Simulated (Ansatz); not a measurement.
Rh (fcc, Cu type)

```xyz
1
Lattice="0.0000 1.9000 1.9000 1.9000 0.0000 1.9000 1.9000 1.9000 0.0000" Properties=species:S:1:pos:R:3 pbc="T T T"
Rh     0.0000     0.0000     0.0000
```

The volume is varied about the relaxed value V₀ at fixed cell shape. Symmetry pins the atoms to their sites.

The numbers are results of r2SCAN (plane waves to 500 eV, PAW, scalar-relativistic; Ansatz, a first-principles code), not measurements. k mesh 21×21×21 (Γ-centred), Fermi-Dirac smearing 0.05 eV. The energy includes the smearing's −TS. Rh is run without spin polarisation. Rh was relaxed with its symmetry unable to fall. ΔE is measured from the relaxed starting cell. The last digit holds for this mesh only.

| V (Å³/atom) | ΔE (meV/atom) |
|---|---|
| 11.523 | 440.4 |
| 11.962 | 261.4 |
| 12.401 | 136.7 |
| 12.840 | 56.6 |
| 13.279 | 13.2 |
| 13.718 | 0.0 |
| 14.157 | 11.6 |
| 14.596 | 43.5 |
| 15.035 | 92.0 |
| 15.474 | 154.0 |
| 15.913 | 227.0 |

Problem. What is the fitted pressure derivative B₀′?

Solution. 5.1.

Problem. What bulk modulus B₀ follows from a third-order Birch-Murnaghan fit?

Solution. 281 GPa. Check by three points about V = 13.718 Å³/atom, step 0.878: d²E/dV² ≈ (57 − 2·0 + 43) meV / 0.878² = 0.130 eV/Å⁶, and V·d²E/dV² × 160.2 = 285 GPa.

(Under strain, the slope of the energy per volume gives the stress and its curvature an elastic modulus.)
